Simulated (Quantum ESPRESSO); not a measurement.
# Computed records: Mg2ZnGaSe3O (made-up cell)

Computed with Quantum ESPRESSO 7.5. Calculation on a made-up crystal cell, not a measurement: periodic Kohn-Sham density functional theory in plane waves with PseudoDojo standard norm-conserving scalar-relativistic pseudopotentials, each functional with its own files (v0.5 for PBE, v0.4.1 for LDA and PBEsol), no spin polarisation, no spin-orbit coupling, atoms not relaxed, stress positive in tension, energies less a fixed whole-eV offset for each atom's element; levels are Kohn-Sham levels at fractions of this cell's reciprocal vectors, counted from the reference band (half the neutral cell's valence electrons, rounded up) at Gamma; error bars cover cutoff and k-mesh only, not smearing or the files; added strain carries the atoms with the cell, and shear is the tensor component; each bar is the largest change over components, and at least 0.002 eV, 0.002 eV per angstrom or 0.02 GPa; energies are for the whole cell, and the offsets were chosen from early runs and are not element reference energies.

Entry: Mg2ZnGaSe3O (made-up cell)

```
CELL_PARAMETERS angstrom
5.97800 -0.07230 0.00590
-0.07230 5.89380 0.09210
0.00590 0.09210 5.97700
ATOMIC_POSITIONS crystal
Ga 0.98583 0.97999 0.97919
Mg 0.02270 0.48910 0.51854
Mg 0.51575 0.97352 0.49558
Zn 0.51552 0.51637 0.98909
Se 0.24869 0.25708 0.24115
O 0.25142 0.76363 0.73269
Se 0.74586 0.24251 0.75678
Se 0.76818 0.76307 0.23942
```

- lattice type: zincblende/diamond
- functional: pbe
- cutoff: 1170 eV
- fermi dirac smearing: 0.1 eV
- scf tolerance: 1e-07 eV
- electrons removed: 0
- k mesh: 6 x 6 x 6, shifted by half a step
- pressure: withheld

Atoms:
```csv
atoms element,atom site,atom energy offset (eV)
Ga,1,-2080
Mg,2,-1617
Mg,3,-1617
Zn,4,-5687
Se,5,-3300
O,6,-452
Se,7,-3300
Se,8,-3300
```

Questions
1. Estimate the pressure of Mg2ZnGaSe3O (made-up cell).
2. Give the table of levels values for Mg2ZnGaSe3O (made-up cell).

Calculated values
1. -4.379 GPa
2. 
Levels:
```csv
level k point,next band up (eV)
Gamma,2.338
"(1/2,1/2,1/2)",1.862
"(0.15,0,0)",2.436
"(0,0.15,0)",2.453
"(0,0,0.15)",2.498
```

Further results for Mg2ZnGaSe3O (made-up cell):

* free energy less offsets: 0.2685 eV
* smearing term minus ts: -0.06238 eV
* scf iterations: 12
* stress xx: 4.751 GPa
* stress yy: 4.142 GPa
* stress zz: 4.244 GPa
* stress yz: 1.254 GPa
* stress xz: 0.8551 GPa
* stress xy: 0.4596 GPa
* fermi level: 1.526 eV
* reference band: 54
* error bar energy: 0.006523 eV
* error bar stress: 0.02 GPa
* error bar force: 0.009204 eV/Å
* error bar next band up: 0.002 eV
* error bar fermi level: 0.002 eV
* error bars from: tighter rerun of a related cell

Forces:
```csv
site,x (eV/Å),y (eV/Å),z (eV/Å)
1,2.239,0.1101,-1.227
2,0.9622,1.272,0.5988
3,-1.801,-0.2744,1.03
4,-0.8825,0.2239,-0.3605
5,0.3797,-0.1727,-0.3156
6,0.1508,-0.3635,-0.3478
7,-0.4047,0.5337,0.01647
8,-0.6431,-1.329,0.6061
```
